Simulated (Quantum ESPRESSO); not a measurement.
MgZn₂SeSF₂ (made-up cell, one site empty) (calculated)

Computed with Quantum ESPRESSO 7.5. Calculation on a made-up crystal cell, not a measurement: periodic Kohn-Sham density functional theory in plane waves with PseudoDojo standard norm-conserving scalar-relativistic pseudopotentials, each functional with its own files (v0.5 for PBE, v0.4.1 for LDA and PBEsol), no spin polarisation, no spin-orbit coupling, atoms not relaxed, stress positive in tension, energies less a fixed whole-eV offset for each atom's element; levels are Kohn-Sham levels at fractions of this cell's reciprocal vectors, counted from the reference band (half the neutral cell's valence electrons, rounded up) at Gamma; error bars cover cutoff and k-mesh only, not smearing or the files; each bar is the largest change over components, and at least 0.002 eV, 0.002 eV per angstrom or 0.02 GPa; added strain carries the atoms with the cell, and shear is the tensor component; energies are for the whole cell, and the offsets were chosen from early runs and are not element reference energies.

```xyz
7
Lattice="4.9788 0.0492 -0.0511 0.0492 5.0321 -0.0263 -0.0511 -0.0263 5.0449" Properties=species:S:1:pos:R:3 formula=MgZn2SeSF2 lattice_type=zincblende/diamond empty_site=3 functional=pbe cutoff=1170 fermi_dirac_smearing=0.025 scf_tolerance=1e-07 electrons_removed=0 k_mesh=4_x_4_x_4,shifted_by_half_a_step free_energy_less_offsets=9.825 scf_iterations=10 smearing_term_minus_ts=0 pressure=10.86 stress_xx=-12.71 stress_yy=-13.27 stress_zz=-6.598 stress_yz=0.6669 stress_xz=-1.93 stress_xy=-2.4 reference_band=43 error_bar_energy=0.002 error_bar_stress=0.02 error_bar_force=0.002 error_bar_next_band_up=0.002 error_bars_from=tighter_rerun_of_a_related_cell
Mg     0.0610    -0.0525    -0.0182
Zn     0.0420     2.5603     2.4522
Zn     2.5695     2.5825    -0.1423
S      1.2864     1.2638     1.3136
F      1.3139     3.8233     3.7570
F      3.7050     1.2576     3.8143
Se     3.7761     3.8459     1.1840
```

Units: cutoff, fermi_dirac_smearing, scf_tolerance, free_energy_less_offsets, smearing_term_minus_ts, error_bar_energy, error_bar_next_band_up in eV; pressure, stress_xx, stress_yy, stress_zz, stress_yz, stress_xz, stress_xy, error_bar_stress in GPa; error_bar_force in eV/Å.

Atoms:
```tsv
atoms element	atom site	atom energy offset (eV)
Mg	1	-1617
Zn	2	-5687
Zn	4	-5687
S	5	-302
F	6	-677
F	7	-677
Se	8	-3300
```

Forces:
```tsv
site	x (eV/Å)	y (eV/Å)	z (eV/Å)
1	1.319	1.497	-3.334
2	0.8972	-1.049	1.67
4	-1.124	-1.501	-0.5478
5	2.006	-0.3255	-0.06266
6	-0.7384	-0.282	0.3561
7	0.7205	0.1476	0.2019
8	-3.08	1.512	1.717
```

Levels:
```tsv
level k point	next band up (eV)
Gamma	0.7324
(1/2,1/2,1/2)	2.335
(0.15,0,0)	1.03
(0,0.15,0)	1.013
(0,0,0.15)	1.285
```
